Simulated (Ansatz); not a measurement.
AlN:
Space group P4₂/mnm (No. 136); a = b = 5.2939 Å, c = 3.1087 Å, α = β = γ = 90.00°

```csv
atom,site,symmetry,x,y,z
Al,4g,m.2m,0.1771,0.1771,0.5000
N,4f,m.2m,0.3153,0.3153,0.0000
```

Relaxed with PBEsol.

Q: Decompose the optical modes at the zone centre into irreducible representations, and say which are infrared and Raman allowed.

A: Point group 4/mmm: Γ_opt = 2A1g + 2A2g + A2u + 2B1g + 2B1u + 2B2g + 2Eg + 3Eu. Infrared: A2u, Eu. Raman: A1g, B1g, B2g, Eg.

Q: Assign frequencies (DFPT, plane-wave PAW PBEsol (Ansatz code); without the LO–TO term).

A: B1g 142, Eg 209, B1u 335, A1g 397, A2g 402, Eu 465, B1g 470, B2g 574, Eu 589, A2g 613, Eu 693, Eg 698, B1u 716, A2u 723, A1g 749, B2g 804 cm⁻¹.

Subscripts of B labels follow the axes of the standard setting.

Space group P4_2/mnm. The start of the workflow was typed in or built on a structure type; neither database checked (COD, Materials Project) lists it. It is not the phase usual at ambient conditions (space group No. 186, 216). The cell was relaxed with PBEsol under the symmetry of its start; its stability against distortions is not shown here.

Potentials: the earlier of the program's two PAW sets. The files were generated under PBE; for other functionals the program regenerates the frozen cores, and for LDA and PBEsol the local potential too.
